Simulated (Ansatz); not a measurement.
MgS in space group P4_2/mnm (No. 136; Mg on 4g, S on 4f), PBEsol in the plane-wave PAW code Ansatz. The conduction-band minimum lies at Γ, with 1 equivalent valley. Second derivatives d²E/dk² of the lowest band at one valley (eV·Å²), along Cartesian directions:

```tsv
direction	d²E/dk²
[100]	28.46
[010]	28.46
[001]	28.90
[110]	28.46
[101]	28.68
[011]	28.68
```

**Question.** Find the principal effective masses, the density-of-states mass and the conductivity mass.

**Answer.** Off-diagonal terms follow from H_xy = H[110] − (H_xx + H_yy)/2, and m*/mₑ = 7.620 eV·Å² over each eigenvalue: 0.26, 0.27, 0.27. One valley's DOS mass (m₁m₂m₃)^(1/3) = 0.27, conductivity mass 3/(Σ 1/mᵢ) = 0.27 mₑ.

**Question.** What effective density of states Nc follows at 300 K for parabolic valleys?

**Answer.** Nc = 2.509e19 × 1 × (0.27)^(3/2) ≈ 3.5e18 cm⁻³.

**Question.** With the computed static dielectric constant 6.51 (mean of the diagonal), estimate a hydrogenic donor's binding energy and radius.

**Answer.** E = 13.606 eV × 0.27/6.51² ≈ 87 meV; a = 0.529 Å × ε/m* ≈ 13 Å. Semilocal masses tend to be too small when the gap is underestimated.

The start of the workflow was typed in or built on a structure type; neither database checked (COD, Materials Project) lists it. COD files the formula under space group No. 225. Its standing as an ambient phase is unchecked. Symmetry was held in the PBEsol relaxation; whether a distortion lowers the energy is not shown.

Potentials: the earlier of the program's two PAW sets. The files were generated under PBE; for other functionals the program regenerates the frozen cores, and for LDA and PBEsol the local potential too.
